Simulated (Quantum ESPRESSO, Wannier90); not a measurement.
RbIO$_{3}$ (R3m), plane waves to Wannier functions

```xyz
5
Lattice="3.1877 1.8404 2.6221 -3.1877 1.8404 2.6221 0.0000 -3.6809 2.6221" Properties=species:S:1:pos:R:3 pbc="T T T"
Rb     0.0000     0.0000    -3.8101
I      0.0000     0.0000     0.0083
O      1.3854    -0.7998    -0.8522
O      0.0000     1.5997    -0.8522
O     -1.3854    -0.7998    -0.8522
```

Structure: Materials Project mp-27193, symmetrised, not relaxed again. Not found in the COD (Crystallography Open Database) copy used; not checked further. Computed values, not measurements, from PBEsol: Quantum ESPRESSO (norm-conserving PseudoDojo potentials, cutoff 68 Ry, no spin polarisation, no spin-orbit coupling) on a Γ-centred 6×6×6 mesh, then Wannier90. Density: 8×8×8 mesh, cold smearing 0.01 Ry. Spin-orbit coupling is left out although heavy elements are present.

Band 5 is isolated and gives one Wannier function a cell (I2 5s 40 %, O3 2s 11 %, O5 2s 11 %; spread 3.17 Å²). Its on-site energy is ε = -10.587 eV relative to the valence-band maximum, and its hoppings t(R) = t(−R) to the nearer images are (images within this range that aren't listed have |t| under 5 meV):

```json
[
 {"R (lattice vectors; −R alike)": "0 0 1", "distance (Å)": "4.52", "t (eV)": "0.196"},
 {"R (lattice vectors; −R alike)": "0 1 0", "distance (Å)": "4.52", "t (eV)": "0.196"},
 {"R (lattice vectors; −R alike)": "1 0 0", "distance (Å)": "4.52", "t (eV)": "0.196"},
 {"R (lattice vectors; −R alike)": "0 1 1", "distance (Å)": "6.41", "t (eV)": "0.006"},
 {"R (lattice vectors; −R alike)": "1 0 1", "distance (Å)": "6.41", "t (eV)": "0.006"},
 {"R (lattice vectors; −R alike)": "1 1 0", "distance (Å)": "6.41", "t (eV)": "0.006"},
 {"R (lattice vectors; −R alike)": "0 0 2", "distance (Å)": "9.04", "t (eV)": "0.014"},
 {"R (lattice vectors; −R alike)": "0 2 0", "distance (Å)": "9.04", "t (eV)": "0.014"},
 {"R (lattice vectors; −R alike)": "2 0 0", "distance (Å)": "9.04", "t (eV)": "0.014"}
]
```

**Question.** Work out the band energy at Γ, T, H_2, H_0 from these numbers.

**Answer.** For one orbital E(k) = ε + Σ_R 2 t(R) cos(2π k·R), the sum over the listed R.
- Γ, k = (0.000, 0.000, 0.000): E = -10.587 + (0.196)·(6.00) + (0.006)·(6.00) + (0.014)·(6.00) = -9.29 eV; pw.x: -9.26 eV
- T, k = (0.500, 0.500, 0.500): E = -10.587 + (0.196)·(-6.00) + (0.006)·(6.00) + (0.014)·(6.00) = -11.64 eV; pw.x: -11.67 eV
- H_2, k = (0.505, 0.495, 0.500): E = -10.587 + (0.196)·(-6.00) + (0.006)·(6.00) + (0.014)·(5.99) = -11.64 eV; pw.x: -11.67 eV
- H_0, k = (0.500, -0.495, 0.495): E = -10.587 + (0.196)·(-6.00) + (0.006)·(6.00) + (0.014)·(5.99) = -11.64 eV; pw.x: -11.67 eV

At these points the listed shells miss the plane-wave band by up to 0.03 eV, of a width of 2.41 eV on the path. With all its hoppings the model misses the band by 9.2 meV at worst on the whole path; the listed shells hold nearly all of the dispersion.
